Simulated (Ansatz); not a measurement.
All numbers below come from DFT PBE, scalar-relativistic, plane waves, PAW (Ansatz). Settings: cutoff 420 eV, Γ-centred meshes spaced at most about 0.3 Å⁻¹, and about 0.25 Å⁻¹ or finer for metals (2π included), Gaussian smearing. No spin polarisation in the final relaxations.

Each of these unrelaxed guesses is relaxed in cell and atoms within its symmetry. A guess keeps its type if space group and coordination stay and the shape of the cell changes little (axis ratios within about 15 %, angles within 6°); the volume may change.

1. H4Os

```
CELL_PARAMETERS angstrom
4.13036 -4.13036 0.00000
4.13036 4.13036 0.00000
0.00000 0.00000 3.79679
ATOMIC_POSITIONS crystal
H 0.69500 0.30500 0.00000
H 0.30500 0.69500 0.00000
H 0.80500 0.80500 0.50000
H 0.19500 0.19500 0.50000
Os 0.00000 0.00000 0.00000
```

2. Sn3SO2

```
CELL_PARAMETERS angstrom
6.35135 0.00000 0.00000
-3.17568 5.50043 0.00000
0.00000 0.00000 3.51573
ATOMIC_POSITIONS crystal
Sn 0.50000 0.00000 0.50000
Sn 0.00000 0.50000 0.50000
Sn 0.50000 0.50000 0.50000
S 0.00000 0.00000 0.00000
O 0.66667 0.33333 0.00000
O 0.33333 0.66667 0.00000
```

Problem. Which guesses survive the relaxation?

Solution. Guess 2 keeps its type.

```tsv
guess	kept	start group	end group	V start (Å³/atom)	V end	b/a and c/a, end over start	nearest neighbours start	nearest neighbours end
1	no	Cmmm	Cmmm	25.9	5.9	1.30, 1.73	H 1/2, Os 6	H 1/7, Os 6
2	yes	P6/mmm	P6/mmm	20.5	20.2	1.00, 0.95	O 6, S 20, Sn 4	O 6, S 20, Sn 4
```

Neighbours count within 15 % of an atom's shortest distance; end groups are read at 0.02 Å (0.05 Å in metals).

Spin–orbit coupling, which can matter for Os, is left out. Cells relaxed within their symmetry can be saddle points.

In counts of neighbours, a slash parts the counts of unlike sites.
